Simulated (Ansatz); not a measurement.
Relaxed-ion elastic tensor of B (bcc (W type), Im-3m) in GPa (Voigt order), plane-wave PAW PBEsol (Ansatz code); density 2.96 g/cm³, 6.06 Å³ per atom.

```
      1     2     3      4      5      6
-  ----  ----  ----  -----  -----  -----
1  -227   475   475    0.0    0.0    0.0
2   475  -227   475    0.0    0.0    0.0
3   475   475  -227    0.0    0.0    0.0
4   0.0   0.0   0.0  -97.1    0.0    0.0
5   0.0   0.0   0.0    0.0  -97.1    0.0
6   0.0   0.0   0.0    0.0    0.0  -97.1
```

### Question
Is the crystal mechanically stable?

### Answer
No: the smallest eigenvalue of C is -702 GPa.

A made-up cell: these elements were put on the sites of a structure type; neither database checked (COD, Materials Project) lists it. It is not the phase usual at ambient conditions (space group No. 166). Symmetry was held in the PBEsol relaxation. At this level the phase is mechanically unstable. As this level gives no gap, shear constants depend on the k-mesh and smearing (Fermi–Dirac, 0.1 eV here).

Potentials: the later of the program's two PAW sets.
